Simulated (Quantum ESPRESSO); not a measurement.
## Band energies of Na2PtH4

```xyz
7
Lattice="-2.5973 2.5973 3.3087 2.5973 -2.5973 3.3087 2.5973 2.5973 -3.3087" Properties=species:S:1:pos:R:3 pbc="T T T"
H      1.1633     1.1633     0.0000
H      1.4340     1.4340     3.3087
H      1.4340    -1.4340     3.3087
H     -1.4340     1.4340     3.3087
Na     0.0000     2.5973     1.6544
Na     2.5973     0.0000     1.6544
Pt     0.0000     0.0000     0.0000
```

LDA (Quantum ESPRESSO, PseudoDojo norm-conserving, 88 Ry, no spin-orbit coupling); path ΓXYSΓZS1NPY1Z,XP; energies in eV from the valence-band maximum.

```
k (1/Å)  point  band 16  band 17  band 18  band 19  band 20  band 21  band 22  band 23
-------  -----  -------  -------  -------  -------  -------  -------  -------  -------
0.00         Γ    -0.80    -0.80    -0.68    -0.41    -0.41     6.41     6.54     6.90
0.43              -1.20    -0.88    -0.68    -0.60    -0.13     4.81     5.06     7.72
0.86         X    -1.06    -0.95    -0.90    -0.53    -0.37     3.76     4.19     7.37
1.38         Y    -1.34    -1.08    -0.71    -0.54     0.00     2.55     5.35     6.37
1.38         S    -1.24    -1.01    -0.61    -0.56    -0.01     2.27     4.88     6.66
1.58              -1.20    -0.72    -0.64    -0.61    -0.01     2.93     5.56     6.03
1.97              -1.17    -0.81    -0.74    -0.25    -0.14     4.90     5.61     6.89
2.36         Γ    -0.80    -0.80    -0.68    -0.41    -0.41     6.41     6.54     6.90
2.68              -0.94    -0.94    -0.60    -0.41    -0.41     4.31     7.05     7.37
2.99              -1.14    -1.14    -0.48    -0.48    -0.33     2.75     5.20     6.58
3.31         Z    -1.21    -1.21    -0.54    -0.54    -0.05     1.97     4.39     6.31
3.31        S1    -1.24    -1.01    -0.61    -0.56    -0.01     2.27     4.88     6.66
3.51              -1.21    -0.79    -0.69    -0.56    -0.09     2.91     5.46     6.28
3.91         N    -1.19    -0.82    -0.66    -0.36    -0.24     4.56     5.48     6.78
4.22              -1.33    -0.99    -0.63    -0.55    -0.27     3.38     6.04     7.79
4.52         P    -1.73    -1.06    -0.55    -0.55    -0.31     2.58     6.72     8.41
4.80              -1.39    -1.05    -0.74    -0.53    -0.25     3.15     5.38     8.29
5.08              -1.32    -1.06    -0.79    -0.53    -0.05     2.99     5.22     6.60
5.23        Y1    -1.34    -1.08    -0.71    -0.54     0.00     2.55     5.35     6.37
5.39              -1.27    -1.15    -0.59    -0.54    -0.02     2.12     4.68     6.46
5.56         Z    -1.21    -1.21    -0.54    -0.54    -0.05     1.97     4.39     6.31
5.56         X    -1.06    -0.95    -0.90    -0.53    -0.37     3.76     4.19     7.37
5.79              -1.32    -1.06    -0.66    -0.53    -0.34     2.94     5.48     7.69
6.03         P    -1.73    -1.06    -0.55    -0.55    -0.31     2.58     6.72     8.41
```

The LDA gap is indirect, 1.97 eV, from Y to Z; the smallest direct gap is 2.02 eV. Another valence extremum on the path lies within 0.02 eV, too close to call.

Spin-orbit coupling is left out, which matters for elements this heavy: edges can move by tenths of an eV.

Geometry of the Materials Project entry, not relaxed at this level.
